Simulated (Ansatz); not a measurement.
YbB2: reading a single point

```yaml
crystal:
  lattice:
    - [1.62797, 2.81972, 0.00000]
    - [-1.62797, 2.81972, 3.73797]
    - [3.25594, 0.00000, 3.73797]
  atoms:
    - { symbol: Yb, position: [0.00000, 0.00000, 0.00000] }
    - { symbol: Yb, position: [0.50000, 0.50000, 0.50000] }
    - { symbol: B, position: [0.25000, 0.41670, 0.08330] }
    - { symbol: B, position: [0.75000, 0.91670, 0.58330] }
    - { symbol: B, position: [0.24995, 0.08335, 0.41665] }
    - { symbol: B, position: [0.74995, 0.58335, 0.91665] }
```

The numbers come from plane-wave PAW DFT (Ansatz): r2SCAN, collinear spin, 500 eV, 6×6×6 Γ-centred k points, fermi-dirac occupations (width 0.1 eV). Nothing was relaxed.

Magnetic state (reached from a saved solution, and it need not be the lowest): Yb1 up, Yb2 up.

**At the Fermi level.** It is a metal, with about 5.7 states/eV a cell as the mean within 0.25 eV of the Fermi level, mostly Yb f (71 %), B p (15 %) and Yb d (13 %).
**Forces.** Nearly at rest: the largest force is 0.035 eV/Å.
**Moments.** Yb1 +0.51, Yb2 +0.51 μB of spin moment in Bader basins; net size 1.01 μB a cell.
**Charges.** Bader charges in e: Yb +1.49, B -0.74. In the mean Yb gives up most and B takes most.
**Formation energy.** -0.50 eV an atom against the elements' usual phases (free molecules for gases, crystals otherwise, with no correction for O₂ or N₂), so it is bound against them; other compounds may still compete. Relaxing would lower it.

Origin: a database entry at a rescaled volume. Caveats: the k mesh is coarse if the cell is a metal; f shells without a U or exact exchange are poorly placed.
